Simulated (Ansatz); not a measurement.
## Property card for Li2SnF3

Computed with Ansatz 0.2.0, DFT PBE+D3(BJ), scalar-relativistic, plane waves, PAW.

Plane waves to 420 eV, a k mesh through Γ of 12×12×6 on the computed 6-atom cell and Gaussian smearing (0.10 eV); no spin polarisation.

The structure is relaxed at this level of theory with its symmetry kept, and needn't be the ground state of this composition.

```cif
data_structure
_symmetry_space_group_name_H-M 'P 1'
_symmetry_Int_Tables_number 1
_cell_length_a 3.0461
_cell_length_b 3.0461
_cell_length_c 8.7356
_cell_angle_alpha 90.000
_cell_angle_beta 90.000
_cell_angle_gamma 120.000
_cell_volume 70.19
loop_
_atom_site_label
_atom_site_type_symbol
_atom_site_fract_x
_atom_site_fract_y
_atom_site_fract_z
_atom_site_occupancy
Li1 Li 0.00000 0.00000 0.51961 1
Li2 Li 0.33333 0.66667 0.77822 1
Sn1 Sn 0.33333 0.66667 0.14395 1
F1 F 0.00000 0.00000 0.90182 1
F2 F 0.33333 0.66667 0.39527 1
F3 F 0.66667 0.33333 0.64565 1
```

* Space group: P3m1 (No. 156)
* Volume per atom: 11.70 Å³
* Kohn–Sham band gap: none (metal)
* Density of states at the Fermi level: 0.4 states/eV per cell
* Orbital (Löwdin) character within 0.5 eV of the Fermi level: Sn 5p 60 %, Sn 5s 26 %, F 2p 10 %
* Bader charge by site (e): Li (1 in the cell) 0.91, Li (1 in the cell) 0.91, Sn (1 in the cell) 0.76, F (1 in the cell) -0.85, F (1 in the cell) -0.82, F (1 in the cell) -0.90

The cell was found from a structure generator's guess, not taken from experiment. Löwdin shares on free-atom orbitals overweight diffuse shells.
